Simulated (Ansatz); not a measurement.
This run works on a generated trial structure, not on a known crystal.

Input and command of a plane-wave DFT calculation in Ansatz:

```yaml
crystal:
  lattice:
    - [-1.3531298, 1.3531298, 5.7458812]
    - [1.3531298, -1.3531298, 5.7458812]
    - [1.3531298, 1.3531298, -5.7458812]
  atoms:
    - { symbol: Ru, position: [0.331366, 0.331366, 0.0] }
    - { symbol: Ru, position: [0.668634, 0.668634, 0.0] }
    - { symbol: Ir, position: [0.0, 0.0, 0.0] }
basis:
  ecutwfc: 420
kpoints:
  mp_grid: { grid: [24, 24, 24] }
hamiltonian:
  xc: pbe
scf:
  occupations: { method: fermi_dirac, width: 0.15 }
output:
  forces: true
  stress: true
  eigenvalues: true
relax:
  adjacent_minimum: "off"
  f_tol: 0.001
  max_steps: 60
  cell: { stress_tol: 0.01 }
```

```bash
ansatz run input.yaml --threads 1 --pin off --max-ram 3072MiB --backend cpu --events-out ev --progress --plain --runs-dir out
```

Processor: Intel(R) Xeon(R) Platinum 8259CL CPU @ 2.50GHz (Skylake/Cascade Lake), 1 thread, on a host shared with other jobs.

**Question.** Estimate time, memory and problem size.

**Answer.** About 7.7 min, peak memory 1.3 GiB. It solves 31 bands at 1063 k points (after reduction by symmetry) with about 831 plane waves (on the last cell), in 44 SCF iterations over 6 ionic steps.
